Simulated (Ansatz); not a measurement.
NbP:
```cif
data_Nb4P4
_chemical_formula_sum 'Nb4 P4'
_space_group_name_H-M_alt 'I41md'
_space_group_IT_number 109
_space_group_name_Hall 'I 4bw -2'
_cell_length_a 3.34700
_cell_length_b 3.34700
_cell_length_c 11.42773
_cell_angle_alpha 90.000
_cell_angle_beta 90.000
_cell_angle_gamma 90.000
loop_
_atom_site_label
_atom_site_type_symbol
_atom_site_symmetry_multiplicity
_atom_site_Wyckoff_symbol
_atom_site_fract_x
_atom_site_fract_y
_atom_site_fract_z
_atom_site_occupancy
Nb1 Nb 4 a 0.00000 0.50000 0.00004 1
P1 P 4 a 0.00000 0.00000 0.33259 1
```
(The calculation used a cell of 4 atoms; values per cell refer to that cell.)

Relaxed with PBE.

### Question
Which orbitals make up the states near the Fermi level in PBE in the plane-wave PAW code Ansatz?

### Answer
Within 0.5 eV of the Fermi level: Nb 4d 81 %, P 3p 13 %. Projections are on Löwdin-orthogonalised atomic valence shells; empty p or d shells of many metals are not among them.

### Question
Tabulate the density of states.

### Answer
States/eV per cell of 4 atoms, in 0.25 eV bins, energy from the Fermi level.

| E (eV) | total | Nb 4d | P 3p | P 3s |
|---|---|---|---|---|
| -7.85 | 0.00 | 0.00 | 0.00 | 0.00 |
| -7.60 | 0.00 | 0.00 | 0.00 | 0.00 |
| -7.35 | 0.00 | 0.00 | 0.00 | 0.00 |
| -7.10 | 0.00 | 0.00 | 0.00 | 0.00 |
| -6.85 | 0.00 | 0.00 | 0.00 | 0.00 |
| -6.60 | 0.00 | 0.00 | 0.00 | 0.00 |
| -6.35 | 0.05 | 0.01 | 0.03 | 0.00 |
| -6.10 | 0.91 | 0.21 | 0.51 | 0.03 |
| -5.85 | 1.55 | 0.44 | 0.85 | 0.05 |
| -5.60 | 1.81 | 0.60 | 0.98 | 0.04 |
| -5.35 | 3.93 | 1.40 | 2.16 | 0.06 |
| -5.10 | 3.25 | 1.20 | 1.76 | 0.06 |
| -4.85 | 1.37 | 0.51 | 0.71 | 0.04 |
| -4.60 | 1.38 | 0.47 | 0.77 | 0.05 |
| -4.35 | 1.90 | 0.64 | 1.10 | 0.06 |
| -4.10 | 2.69 | 0.96 | 1.51 | 0.06 |
| -3.85 | 2.61 | 0.97 | 1.43 | 0.07 |
| -3.60 | 3.15 | 1.21 | 1.71 | 0.07 |
| -3.35 | 2.92 | 1.27 | 1.48 | 0.05 |
| -3.10 | 3.07 | 1.33 | 1.59 | 0.03 |
| -2.85 | 4.60 | 1.92 | 2.47 | 0.02 |
| -2.60 | 3.92 | 1.74 | 2.02 | 0.02 |
| -2.35 | 4.34 | 2.11 | 2.06 | 0.03 |
| -2.10 | 2.39 | 1.31 | 1.00 | 0.01 |
| -1.85 | 1.72 | 1.03 | 0.62 | 0.01 |
| -1.60 | 0.93 | 0.64 | 0.24 | 0.01 |
| -1.35 | 2.66 | 2.03 | 0.45 | 0.02 |
| -1.10 | 2.71 | 2.15 | 0.35 | 0.02 |
| -0.85 | 3.66 | 2.93 | 0.38 | 0.04 |
| -0.60 | 4.21 | 3.37 | 0.51 | 0.04 |
| -0.35 | 1.92 | 1.45 | 0.30 | 0.01 |
| -0.10 | 0.34 | 0.27 | 0.05 | 0.00 |
| 0.15 | 0.68 | 0.59 | 0.07 | 0.00 |
| 0.40 | 1.79 | 1.52 | 0.19 | 0.01 |
| 0.65 | 1.64 | 1.35 | 0.20 | 0.01 |
| 0.90 | 1.80 | 1.51 | 0.20 | 0.02 |
| 1.15 | 2.11 | 1.79 | 0.20 | 0.02 |
| 1.40 | 2.67 | 2.24 | 0.25 | 0.04 |
| 1.65 | 2.36 | 1.91 | 0.26 | 0.05 |
| 1.90 | 2.33 | 1.83 | 0.29 | 0.08 |
| 2.15 | 2.61 | 1.91 | 0.44 | 0.12 |
| 2.40 | 2.75 | 2.03 | 0.42 | 0.12 |
| 2.65 | 3.90 | 2.85 | 0.56 | 0.21 |
| 2.90 | 4.57 | 3.13 | 0.83 | 0.26 |
| 3.15 | 3.96 | 2.69 | 0.71 | 0.27 |
| 3.40 | 3.23 | 1.99 | 0.69 | 0.32 |
| 3.65 | 2.86 | 1.63 | 0.63 | 0.37 |
| 3.90 | 4.20 | 2.31 | 0.87 | 0.60 |

Space group I4_1md. The cell was relaxed with PBE under the symmetry of its start. The run is not spin-polarised. A small band overlap can be real or an error of a semilocal functional. Scalar-relativistic: spin–orbit coupling is off unless named, which matters more the heavier the elements.

Potentials: the later of the program's two PAW sets.
